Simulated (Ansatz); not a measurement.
TePt in space group Cmcm (No. 63; Te on 4c, Pt on 4c), the program Ansatz at the r²SCAN level (PAW), all energies at zero smearing, with the estimated change up to a 700 eV cutoff added, with one set of potentials and settings (totals compare only within such a set). Cell of 4 atoms (2 Te, 2 Pt): -39063.633 eV.

```tsv
element	reference phase	E (eV/atom)
Te	P3_121, 3 atoms in the cell	-6994.8235
Pt	Fm-3m, 1 atoms in the cell	-12536.7848
```

Formation energy per atom, worked out: (-39063.633 − 2×(-6994.8235) − 2×(-12536.7848))/4 = -0.104 eV/atom (-10 kJ per mol of atoms), at 0 K, without zero-point energy or fitted corrections.

The start of the workflow was typed in or built on a structure type; neither database checked (COD, Materials Project) lists it. COD files the formula under space group No. 166, 194. Whether it is the stable phase at ambient conditions was not checked. The cell was relaxed with r²SCAN under the symmetry of its start; whether a distortion lowers the energy is not shown. The run is not spin-polarised. The references are the lowest solids computed at this level, not always the standard phases. Spin–orbit coupling is left out wherever it is not named.

Potentials: the later of the program's two PAW sets.
